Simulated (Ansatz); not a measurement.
LaInO$_{3}$:
```xyz
20
Lattice="5.9495 0.0000 0.0000 0.0000 8.2517 0.0000 0.0000 0.0000 5.7346" Properties=species:S:1:pos:R:3 pbc="T T T"
La     5.6323     2.0629     0.0892
La     0.3172     6.1888     5.6454
La     3.2920     6.1888     2.9565
La     2.6575     2.0629     2.7781
In     0.0000     0.0000     2.8673
In     2.9748     0.0000     0.0000
In     2.9748     4.1259     0.0000
In     0.0000     4.1259     2.8673
O      0.2666     2.0629     3.5154
O      5.6830     6.1888     2.2192
O      2.7082     6.1888     0.6481
O      3.2413     2.0629     5.0865
O      1.1806     0.4933     1.1248
O      4.7690     7.7584     4.6097
O      1.7942     7.7584     3.9921
O      4.1553     0.4933     1.7425
O      4.1553     3.6325     1.7425
O      1.7942     4.6192     3.9921
O      4.7690     4.6192     4.6097
O      1.1806     3.6325     1.1248
```

Relaxed with r²SCAN. Special points in fractions of this cell's reciprocal vectors: Γ (0.000, 0.000, 0.000); X (0.500, 0.000, 0.000); S (0.500, 0.500, 0.000); Y (0.000, 0.500, 0.000); Z (0.000, 0.000, 0.500); U (0.500, 0.000, 0.500); R (0.500, 0.500, 0.500); T (0.000, 0.500, 0.500).

Task: List the band energies nearest the valence-band maximum at these points for r²SCAN (plane waves, PAW; program Ansatz).

Result: In eV from the valence-band maximum; about four levels below and three above (degenerate sets whole), none deeper than 8.9 eV; points with the same levels are listed once.

| k | below | above |
|---|---|---|
| Γ | -0.40 -0.30 -0.14 0.00 | 3.50 5.32 5.37 |
| X | -0.38 -0.38 -0.27 -0.27 | 5.01 5.01 5.36 5.36 |
| S | -0.40 -0.40 -0.40 -0.40 | 5.32 5.32 5.32 5.32 |
| Y | -0.39 -0.39 -0.08 -0.08 | 4.39 4.39 5.39 5.39 |
| Z | -0.39 -0.39 -0.33 -0.33 | 5.06 5.06 5.38 5.38 |
| U | -0.15 -0.15 -0.12 -0.12 | 5.42 5.42 5.43 5.43 |
| R | -0.26 -0.26 -0.26 -0.26 | 5.42 5.42 5.42 5.42 |
| T | -0.40 -0.40 -0.19 -0.19 | 5.28 5.28 5.38 5.38 |

Space group Pnma. The workflow started from a Materials Project entry (that database holds measured and hypothetical structures alike); the Crystallography Open Database files this formula in space group No. 62, but the cells were not matched. Its standing as an ambient phase is unchecked. Symmetry was held in the r²SCAN relaxation; its stability against distortions is not shown here. Scalar-relativistic: spin–orbit coupling is off unless named, which matters more the heavier the elements.

Potentials: the later of the program's two PAW sets.
